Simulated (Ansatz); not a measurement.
**LuNi5: computed property card**

LuNi₅:
```xyz
6
Lattice="4.7843 0.0000 0.0000 -2.3921 4.1433 0.0000 0.0000 0.0000 3.9096" Properties=species:S:1:pos:R:3 pbc="T T T"
Lu     0.0000     0.0000     0.0000
Ni    -1.1961     2.0716     1.9548
Ni     2.3921     0.0000     1.9548
Ni     1.1961     2.0716     1.9548
Ni     0.0000     2.7622     0.0000
Ni     2.3921     1.3811     0.0000
```
The run is spin-polarised; directions of the spins, atom by atom: 0 ↑ ↑ ↑ ↑ ↑.

Space group P6/mmm (No. 191); conventional cell a = b = 4.784 Å, c = 3.910 Å, α = β = 90.00°, γ = 120.00°.

Method: plane-wave PAW r²SCAN (Ansatz code). Structure relaxed to zero pressure with the same functional. Other levels are named where they apply.

### Cell and energy

* **Volume per atom**: 12.92 Å³
* **Density**: 10.04 g/cm³
* **Formation energy from the elements (no fitted shifts)**: -0.31 eV/atom

### Electronic structure

- Electronic character = metallic (no gap)
- Density of states at the Fermi level = 0.77 states/eV per atom (mean over ±0.08 eV)

### Magnetism

* **Magnetic order**: ferrimagnetic
* **Net moment**: 0.33 μB per atom

The workflow started from a Materials Project entry (that database holds measured and hypothetical structures alike); the Crystallography Open Database files this formula in space group No. 191, but the cells were not matched. Whether it is the stable phase at ambient conditions was not checked. Symmetry was held in the r²SCAN relaxation, as lowered by the spin order; whether a distortion lowers the energy is not shown. Spin order of the final state: ferrimagnetic, the only order run, not a proven ground state. Other orbital occupations within this spin state were not tried. For itinerant 3d metals, meta-GGAs of the SCAN family and hybrids are commonly reported to give too large moments. Point labels and valley counts follow the cell and symmetry of the run, lower than the named group. Axis ratios of metals converge slowly with the k-mesh, so a and c are less sure than the volume. The references are the lowest solids computed at this level, not always the standard phases. Spin–orbit coupling is left out wherever it is not named.

Potentials: the later of the program's two PAW sets.
